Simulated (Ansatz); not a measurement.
Profile along the N–Ti line in TiN (rock salt)

TiN (rock salt), conventional cell a = b = c = 4.247 Å, α = β = γ = 90.00°. The calculation uses the primitive cell of 2 atoms, to which meshes and values per cell refer.

Fields along a shortest N–Ti line of a {110} plane (2.12 Å), from N to Ti, interpolated on the slice's grid (step about 0.2 Å). Computed with PBE (plane waves to 420 eV, PAW, scalar-relativistic; Ansatz, a first-principles code). k mesh 19×19×19. These are valence fields of a PAW run, semicore shells included where kept as valence: close to a nucleus they are smooth pseudo fields. The PAW data are Ansatz's earlier set. TiN is run without spin polarisation. TiN was relaxed with its symmetry unable to fall.

```csv
distance from N (Å),valence electron density (e/Å³),electron localisation function
0.00,3.32,x
0.11,3.39,x
0.21,3.48,x
0.32,3.34,x
0.42,2.83,0.66
0.53,2.10,0.78
0.64,1.46,0.81
0.74,1.02,0.79
0.85,0.74,0.64
0.95,0.57,0.40
1.06,0.51,0.18
1.17,0.56,0.15
1.27,0.82,0.24
1.38,1.47,0.44
1.48,2.73,0.63
1.59,4.61,0.73
1.70,6.85,0.74
1.80,9.03,x
1.91,10.75,x
2.01,11.79,x
2.12,12.14,x
```

x: too close to a nucleus for the ELF to mean much.

Density on the N–Ti line (2.12 Å) at its midpoint: 0.51 e/Å³. ELF at that point: 0.18.
